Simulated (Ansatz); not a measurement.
In PBEsol (plane waves, PAW; program Ansatz), SnO in the zinc blende structure (F-43m) relaxes to a = 5.375 Å. O has 4 nearest neighbours from 2.33 Å (tetrahedral); Sn has 4 nearest neighbours from 2.33 Å (tetrahedral). Its formation energy from the elements is -0.78 eV/atom, with no fitted shifts.

Electronic character: metallic (no gap). Gap from PBEsol with spin–orbit coupling: none (metallic).

An equation-of-state fit gives a bulk modulus of 66.4 GPa. The relaxed-ion elastic constants in GPa are C11 = 68.0, C12 = 66.4, C44 = -38.8. The highest mode at Γ lies at 204 cm^-1.

The start of the workflow was typed in or built on a structure type; neither database checked (COD, Materials Project) lists it. It is not the phase usual at ambient conditions (space group No. 129). Symmetry was held in the PBEsol relaxation. At this level the phase is mechanically unstable. The volume moved by 16 % from the start of the relaxation. As this level gives no gap, shear constants depend on the k-mesh and smearing (Fermi–Dirac, 0.1 eV here). As this level gives no gap, phonon frequencies hold no LO–TO term and depend on the k-mesh and smearing (Fermi–Dirac, 0.1 eV here). The references are the lowest solids computed at this level, not always the standard phases (solids in place of the gases). Spin–orbit coupling is left out wherever it is not named.

Potentials: the earlier of the program's two PAW sets. The files were generated under PBE; for other functionals the program regenerates the frozen cores, and for LDA and PBEsol the local potential too.
